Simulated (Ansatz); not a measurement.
K₂Sn₂O₃:
```
CELL_PARAMETERS angstrom
     -4.18026     4.18026     4.18026
      4.18026    -4.18026     4.18026
      4.18026     4.18026    -4.18026
ATOMIC_POSITIONS crystal
  K  0.01838 0.50000 0.00000
  K  0.00000 0.01838 0.50000
  K  0.48162 0.48162 0.48162
  K  0.50000 0.00000 0.01838
  Sn 0.01006 0.01006 0.01006
  Sn 0.50000 0.00000 0.48994
  Sn 0.48994 0.50000 0.00000
  Sn 0.00000 0.48994 0.50000
  O  0.98304 0.25000 0.23304
  O  0.51696 0.75000 0.26696
  O  0.23304 0.98304 0.25000
  O  0.26696 0.51696 0.75000
  O  0.25000 0.23304 0.98304
  O  0.75000 0.26696 0.51696
```

Relaxed with r²SCAN.

**Question.** Map the electron localisation function on the plane through (0.500, 0.000, 0.490) spanned by u = [1, 0, 0] and v = [0, 1, -1] in lattice vectors, from DFT-r²SCAN in the program Ansatz with PAW potentials.

**Answer.** x is the fraction of u, y of v (the angle between them is 90°; rows are the nearest grid lines); atoms in the plane: K at (0.52, 0.49), Sn at (0.00, 0.00), Sn at (0.99, 0.49), O at (0.49, 0.25).
```
y \ x   0.000  0.0833  0.194  0.278  0.361  0.444  0.556  0.639  0.722  0.806  0.917   1.00
------  -----  ------  -----  -----  -----  -----  -----  -----  -----  -----  -----  -----
1.00    0.002   0.140  0.110  0.018  0.770  0.781  0.851  0.579  0.025  0.236  0.148  0.002
0.925   0.403   0.398  0.140  0.016  0.161  0.754  0.681  0.058  0.035  0.678  0.506  0.403
0.850   0.755   0.353  0.046  0.098  0.072  0.020  0.044  0.209  0.127  0.083  0.671  0.755
0.775   0.012   0.015  0.124  0.624  0.670  0.168  0.313  0.590  0.222  0.034  0.015  0.012
0.700   0.090   0.015  0.117  0.587  0.644  0.163  0.110  0.136  0.131  0.390  0.426  0.090
0.625   0.157   0.241  0.095  0.059  0.024  0.013  0.016  0.037  0.552  0.800  0.632  0.157
0.550   0.195   0.428  0.851  0.062  0.219  0.854  0.879  0.443  0.044  0.245  0.194  0.195
0.450   0.094   0.402  0.868  0.062  0.312  0.869  0.875  0.604  0.026  0.143  0.193  0.094
0.375   0.178   0.431  0.185  0.025  0.028  0.032  0.027  0.018  0.316  0.667  0.434  0.178
0.300   0.050   0.010  0.015  0.075  0.578  0.840  0.813  0.255  0.058  0.209  0.214  0.050
0.225   0.011   0.023  0.028  0.054  0.645  0.784  0.824  0.381  0.040  0.028  0.016  0.011
0.150   0.053   0.410  0.523  0.119  0.055  0.246  0.164  0.037  0.386  0.673  0.320  0.053
0.0750  0.222   0.160  0.327  0.065  0.139  0.804  0.740  0.033  0.400  0.590  0.170  0.222
0.000   0.002   0.140  0.110  0.018  0.770  0.781  0.851  0.579  0.025  0.236  0.148  0.002
```

The density is the valence pseudo-density with augmentation charge, so density and ELF within about 1 Å of a nucleus are not all-electron values.

Space group I2_13. The first step of the workflow began from a Materials Project structure, measured or hypothetical; the Crystallography Open Database copy checked does not list it. COD files the formula under space group No. 166, so this cell is another polymorph or a model. Its standing as an ambient phase is unchecked. The r²SCAN relaxation kept the symmetry of its start; whether a distortion lowers the energy is not shown. Spin–orbit coupling is left out wherever it is not named.

Potentials: the later of the program's two PAW sets.
